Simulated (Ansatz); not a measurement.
Sc3Si5 in space group P-62c (No. 190; Sc on 6g, Si on 6h, Si on 2b, Si on 2d), PBE (plane waves, PAW; program Ansatz), all energies at zero smearing, with the estimated change up to a 700 eV cutoff added, with one set of potentials and settings (totals compare only within such a set). Cell of 16 atoms (6 Sc, 10 Si): -19182.912 eV.

```json
[
 {"element": "Sc", "reference phase": "P6_3/mmc, 2 atoms in the cell", "E (eV/atom)": "-2135.8109"},
 {"element": "Si", "reference phase": "Fd-3m, 2 atoms in the cell", "E (eV/atom)": "-635.8114"}
]
```

Formation energy per atom, worked out: (-19182.912 − 6×(-2135.8109) − 10×(-635.8114))/16 = -0.621 eV/atom (-60 kJ per mol of atoms), at 0 K, without zero-point energy or fitted corrections.

The start of the workflow was typed in or built on a structure type; neither database checked (COD, Materials Project) lists it. Its standing as an ambient phase is unchecked. Symmetry was held in the PBE relaxation; its stability against distortions is not shown here. No spin polarisation was allowed. The references are the lowest solids computed at this level, not always the standard phases.

Potentials: the earlier of the program's two PAW sets.
